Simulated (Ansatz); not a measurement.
Zr (hcp (Mg type)), relaxed with r²SCAN (Ansatz, an electronic-structure program, plane waves, PAW): a = 3.247 Å, b = 3.247 Å, c = 5.152 Å, α = 90.00°, β = 90.00°, γ = 120.00°.

### Question
The same phase is relaxed and computed with PBEsol in the same code. What is the cell now?

### Answer
a = 3.1838 Å, b = 3.1838 Å, c = 5.1186 Å, α = 90.00°, β = 90.00°, γ = 120.00°.

All cells were relaxed under the symmetry of their starts (and spin orders); stability against distortions was not tested throughout. Named crystals with no word on spin ran without spin polarisation. Scalar-relativistic: spin–orbit coupling is off unless named, which matters more the heavier the elements.

Potentials: the earlier of the program's two PAW sets. The files were generated under PBE; for other functionals the program regenerates the frozen cores, and for LDA and PBEsol the local potential too.

Ansatz is a plane-wave DFT program.
